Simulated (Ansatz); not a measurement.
Given:

CoIrPt:
```cif
data_CoIrPt
_chemical_formula_sum 'Co1 Pt1 Ir1'
_space_group_name_H-M_alt 'P 1'
_space_group_IT_number 1
_cell_length_a 2.71233
_cell_length_b 2.71233
_cell_length_c 6.55040
_cell_angle_alpha 90.000
_cell_angle_beta 90.000
_cell_angle_gamma 120.000
loop_
_space_group_symop_operation_xyz
  'x, y, z'
loop_
_atom_site_label
_atom_site_type_symbol
_atom_site_fract_x
_atom_site_fract_y
_atom_site_fract_z
_atom_site_occupancy
Co1 Co 0.00000 0.00000 0.99439 1
Pt1 Pt 0.33333 0.66667 0.32090 1
Ir1 Ir 0.66667 0.33333 0.68471 1
```
The run is spin-polarised; directions of the spins, atom by atom: ↑ 0 0.

This is the PBE-relaxed structure.

All from the program Ansatz at the PBE level (PAW), unless another level is named. Estimate the formation energy from the elements (no fitted shifts).

0.024 eV/atom.

Predict the density of states at the Fermi level.

1.5 states/eV per atom (mean over ±0.08 eV).

Space group P3m1. The start of the workflow was typed in or built on a structure type; neither database checked (COD, Materials Project) lists it. Whether it is the stable phase at ambient conditions was not checked. Symmetry was held in the PBE relaxation; its stability against distortions is not shown here. Magnetic state: ferromagnetic, the only order run, not a proven ground state. The references are the lowest solids computed at this level, not always the standard phases. Spin–orbit coupling is left out wherever it is not named.

Potentials: the earlier of the program's two PAW sets.
